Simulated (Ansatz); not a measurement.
An Ansatz (a program for electronic structure) run. Input:

Ansatz 0.2 input:
```yaml
crystal:
  lattice:
    - [0.0, 5.5936059003, 5.5936059003]
    - [5.5936059003, 0.0, 5.5936059003]
    - [5.5936059003, 5.5936059003, 0.0]
  atoms:
    - { symbol: Bi, position: [0.0, 0.0, 0.0] }
    - { symbol: Ag, position: [0.5, 0.5, 0.5] }
    - { symbol: Cs, position: [0.25, 0.25, 0.25] }
    - { symbol: Cs, position: [0.75, 0.75, 0.75] }
    - { symbol: Br, position: [0.2539491481, 0.7460508519, 0.2539491481] }
    - { symbol: Br, position: [0.2539491481, 0.7460508519, 0.7460508519] }
    - { symbol: Br, position: [0.7460508519, 0.2539491481, 0.7460508519] }
    - { symbol: Br, position: [0.7460508519, 0.2539491481, 0.2539491481] }
    - { symbol: Br, position: [0.2539491481, 0.2539491481, 0.7460508519] }
    - { symbol: Br, position: [0.7460508519, 0.7460508519, 0.2539491481] }
kpoints:
  mp_grid: { grid: [4, 4, 4] }
basis: { xc_grid: 2 }
hamiltonian:
  xc: pbesol
  pseudopotentials: { kind: paw }
scf:
  occupations: { method: fixed }
output:
  optics: { e_range: [0.0, 15.0], de: 0.05, sigma: 0.1, bands: { spectra_wanted_up_to: 12 eV } }
```

Output (shortened):

```
output.optics: the spectra are integrated over the Brillouin zone by k·p interpolation around the k-points, where levels, occupations, output.optics.sigma and …
Pseudopotential: Bi, paw, valence charge 15
Pseudopotential: Ag, paw, valence charge 19
Pseudopotential: Cs, paw, valence charge 9
Pseudopotential: Br, paw, valence charge 7
Functional definition: PBEsol
Crystal: 10 atoms, lattice volume = 350.030 Å³
Basis set: ecut = 420 eV, 6855 PW (Γ), exchange–correlation on 108×108×108 points (8 copies of the dense FFT grid, shifted against one another)
Bands: 57, of which v1, the nominal top of the filled ones, is band 47 counted from 1 (46 counted from 0)
Symmetry: 48 space group operations
Space group: Fm-3m (ITA 225), of the structure as read, at distance tolerance 7.0e-5 Å
k-points: 8 of 64
SCF iter   1: F=—  HF=-47365.920270 eV  |F-HF|=—  |Δ(HF+E_count)|=         —  Δρ=3.32e-3  dr2=4.98e-2  ethr=1.77e-3  ⟨swp⟩=5.1  Hψ=1541  notcnv=0  defer=58
preconditioner: auto → Resta (q_TF=auto, 2.191 Å⁻¹)
SCF iter   2: F=—  HF=-47365.910329 eV  |F-HF|=—  |Δ(HF+E_count)|=   9.94e-3  Δρ=1.24e-3  dr2=6.77e-3  ethr=5.30e-5  ⟨swp⟩=3.0  Hψ=936  notcnv=0  defer=60
SCF iter   3: F=—  HF=-47365.909560 eV  |F-HF|=—  |Δ(HF+E_count)|=   7.70e-4  Δρ=6.03e-4  dr2=1.39e-3  ethr=7.20e-6  ⟨swp⟩=2.0  Hψ=613  notcnv=0  defer=60
SCF iter   4: F=—  HF=-47365.909694 eV  |F-HF|=—  |Δ(HF+E_count)|=   1.34e-4  Δρ=1.60e-4  dr2=7.44e-5  ethr=1.48e-6  ⟨swp⟩=2.0  Hψ=609  notcnv=0  defer=60
SCF iter   5: F=—  HF=-47365.909774 eV  |F-HF|=—  |Δ(HF+E_count)|=   8.02e-5  Δρ=3.14e-5  dr2=5.37e-6  ethr=7.91e-8  ⟨swp⟩=2.1  Hψ=739  notcnv=0  defer=57
SCF iter   6: F=—  HF=-47365.909699 eV  |F-HF|=—  |Δ(HF+E_count)|=   7.50e-5  Δρ=8.31e-6  dr2=4.78e-7  ethr=5.71e-9  ⟨swp⟩=2.0  Hψ=669  notcnv=0  defer=57
SCF iter   7: F=—  HF=-47365.909699 eV  |F-HF|=—  |Δ(HF+E_count)|=   4.14e-7  Δρ=2.20e-6  dr2=4.03e-8  ethr=5.08e-10  ⟨swp⟩=2.0  Hψ=691  notcnv=0  defer=57
SCF iter   8: F=—  HF=-47365.909699 eV  |F-HF|=—  |Δ(HF+E_count)|=   3.59e-9  Δρ=6.28e-7  dr2=2.71e-9  ethr=4.28e-11  ⟨swp⟩=2.2  Hψ=694  notcnv=0  defer=57
SCF iter  10: F=-47365.909699 eV  HF=-47365.909699 eV  |F-HF|=0.00e0  |Δ(HF+E_count)|=  1.02e-10  Δρ=3.89e-8  dr2=5.95e-12  ethr=1.00e-12  ⟨swp⟩=19.0  Hψ=2774  notcnv=0
SCF 1 converged in 10 iterations: F = -47365.909699 eV  dr2 = 5.95e-12
NSCF: frozen V_eff on 8 k-points
Optics k sum: 0 of 8 k-points
Optics k sum: 1 of 8 k-points
Optics k sum: 2 of 8 k-points
Optics k sum: 3 of 8 k-points
Optics k sum: 4 of 8 k-points
Optics k sum: 5 of 8 k-points
Optics k sum: 6 of 8 k-points
Optics k sum: 7 of 8 k-points
Optics k sum: 8 of 8 k-points
Optics k sum: 0 of 8 k-points
Optics k sum: 1 of 8 k-points
Optics k sum: 2 of 8 k-points
Optics k sum: 3 of 8 k-points
Optics k sum: 4 of 8 k-points
Optics k sum: 5 of 8 k-points
Optics k sum: 6 of 8 k-points
Optics k sum: 7 of 8 k-points
Optics k sum: 8 of 8 k-points
NSCF: frozen V_eff on 1 k-points
output.optics: what the bands over the 126 summed would add to eps1, eps2 and the energy-loss function is held between a lower and an upper bound (9 Lanczos …
SCF converged after 10 iterations
Free energy (F): -47365.909699 eV
Harris-Foulkes:  -47365.909699 eV  (|F-HF|=0.00e0)
Internal energy: -47365.909699 eV  (E = F + TS)
E sigma→0 (E₀):  -47365.909699 eV
Fermi energy:    4.484391 eV
--- Per-component energies (eV) ---
  E_band       = -799.706584
  E_kinetic    = 1914.291113
  E_local      = -8303.586968  (includes V_loc(G=0)·N_el)
  E_nonlocal   = 1136.272802
  E_hartree    = 3261.404903
  E_xc         = -2248.571179
  E_vxc        = -1253.659058  (∫ρ·V_xc dr)
  E_paw        = -37530.614995  (= ΣΔE_a)
  E_vpaw       = -815.834273  (= ΣTr[D̂ρ^β])
  E_aug_tail   = -0.000160  (compensation charges beyond the density's cutoff)
  E_ewald      = -5596.359649
  E_core_change = 1.254433  (= ΣΔE_core)
  E_smearing   =  0.000000  (= −TS)
  E_closure    = 0.000000  (closes the sum)
  Σ components = -47365.909699   (vs F -47365.909699, Δ=0.00e0)
  [band-id]    e_kinetic+e_local+e_nonlocal+2·e_hartree+e_vxc+e_vpaw+e_augmentation_tail = -799.706738   (vs E_band -799.706584, Δ=-1.55e-4)
--- Band table (eV; the first three rows and the last of 8) ---
  k-point 0: bands = ["-85.9063", "-49.4519", "-49.4519", "-49.4519", "-18.6237", "-18.6237", "-18.5834", "-18.5834", "-18.5834", "-16.2977", "-16.2905", "-10.4355", "-9.7975", "-9.7975", "-9.7975", "-9.5936", "-9.5936", "-6.0830", "-3.1941", "-3.1941", …
  k-point 1: bands = ["-85.9063", "-49.4519", "-49.4519", "-49.4519", "-18.6237", "-18.6237", "-18.5834", "-18.5834", "-18.5834", "-16.2964", "-16.2914", "-10.3821", "-9.8833", "-9.7778", "-9.7778", "-9.6164", "-9.6164", "-6.0143", "-3.1716", "-3.1716", …
  k-point 2: bands = ["-85.9063", "-49.4519", "-49.4519", "-49.4519", "-18.6237", "-18.6237", "-18.5834", "-18.5834", "-18.5834", "-16.2937", "-16.2937", "-10.3032", "-9.9937", "-9.7502", "-9.7502", "-9.6471", "-9.6471", "-5.9449", "-3.1351", "-3.1351", …
  k-point 7: bands = ["-85.9063", "-49.4519", "-49.4519", "-49.4519", "-18.6237", "-18.6237", "-18.5834", "-18.5834", "-18.5834", "-16.2936", "-16.2936", "-10.2804", "-9.9252", "-9.8045", "-9.8045", "-9.6726", "-9.6266", "-5.9299", "-3.1112", "-3.1112", …
```

Cost: roughly 2.2 core-minutes on shared cores.

The PBEsol relaxation kept the symmetry of its start; phonons show weakly imaginary modes. No spin polarisation was allowed. Scalar-relativistic: spin–orbit coupling is off unless named, which matters more the heavier the elements.

Potentials: the later of the program's two PAW sets.

Ansatz is a plane-wave DFT program.
